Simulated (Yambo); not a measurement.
Yambo run on CaCd₂P₂ (space group P-3m1, No. 164). The wavefunctions are PBEsol (pw.x of Quantum ESPRESSO, ONCV potentials, with spin-orbit coupling) ones on a 3×3×2 mesh (60 occupied bands); a = 4.292 Å, b = 4.292 Å, c = 7.055 Å, α = 90.00°, β = 90.00°, γ = 120.00°.

Yambo input:

```
rim_cut
gw0
dyson
el_el_corr
HF_and_locXC
ppa
em1d
RandQpts= 1000000
RandGvec= 1 Ry
EXXRLvcs= 102 Ry
VXCRLvcs= 408 Ry
Chimod= "HARTREE"
% BndsRnXp
 19 | 262 |
%
NGsBlkXp= 1 Ry
% LongDrXp
 1.0 | 1.0 | 1.0 |
%
PPAPntXp= 27.2114 eV
% GbndRnge
 1 | 262 |
%
GTermKind= "BG"
DysSolver= "n"
ExtendOut
% QPkrange
 1 | 1 | 60 | 61 |
%
```

k points by index: 1 = Γ.

Table of the .qp output:

```
#    K-point    Band    Eo [eV]    E [eV]    E-Eo [eV]    Vxc [eV]    Vnlxc [eV]    Sc|Eo [eV]    Sc|E [eV]    dSc/dw|Eo [eV]    Re(Z)    Im(Z)
#
    1    60    0.000000    0.037292    0.037292    -13.14911    -15.06378    1.960862    1.951962    -6.509578    0.806955    -0.001405
    1    61    0.730629    1.259668    0.529039    -10.82648    -6.631669    -3.543391    -3.665771    -6.293191    0.812167    -0.001367
```
(The two width columns are left out.) Convergence of these settings isn't established.

Geometry of the Materials Project entry, not relaxed at this level.
